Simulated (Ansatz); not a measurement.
The elements of this relaxed trial crystal are hidden behind letters.

```
lattice vectors (Å)
   4.1776    0.0000    0.0000
  -2.0888    3.6180    0.0000
   0.0000    0.0000   10.2390
fractional positions
X 0.0000 0.0000 0.0125
X 0.3333 0.6667 0.6530
X 0.6667 0.3333 0.3336
Z 0.0000 0.0000 0.7504
Q 0.3333 0.6667 0.4106
Q 0.6667 0.3333 0.0899
```

Computed with DFT PBE, scalar-relativistic, plane waves, PAW in Ansatz 0.2.0. Plane waves to 420 eV, a 12×12×4 mesh through Γ for the 6-atom cell and 0.10 eV Gaussian smearing; no spin polarisation.

```
Space group                                : P3m1 (No. 156)
Conventional cell                          : a = 4.178 Å, c = 10.239 Å
Volume per atom                            : 25.79 Å³
Density                                    : 5.16 g/cm³
Formation energy                           : −0.26 eV/atom
Gap on the 12×12×4 mesh of the 6-atom cell : 0 eV (the bands meet within 0.015 eV)
```

Energies are uncorrected and count from the elements' standard states at the same level.

Problem. X is a p-block element of period 4, Z is a p-block element of period 5 and Q is a p-block element of period 4. Which elements are they?

Solution. X = Ga, Z = Sb, Q = As, so the formula is Ga3SbAs2. Density times volume gives a mean mass of 5.16 × 25.79/1.6605 = 80.1 u per atom, and this set has 80.1 u. Around Ga on its first site lie 3 As at 2.54 Å and 1 Sb at 2.68 Å; Sb is surrounded by 4 Ga at 2.61–2.68 Å; As on its first site has 4 Ga at 2.48–2.54 Å; 3 more sites not described. Other sets within the hints have nearly the same mass, so mass alone doesn't settle it; this one was computed.

Spin–orbit coupling, which can matter for Sb, is left out. The zero gap may come from the functional, which often closes small gaps. Symmetry constrained the relaxation, so the result can be a saddle point.
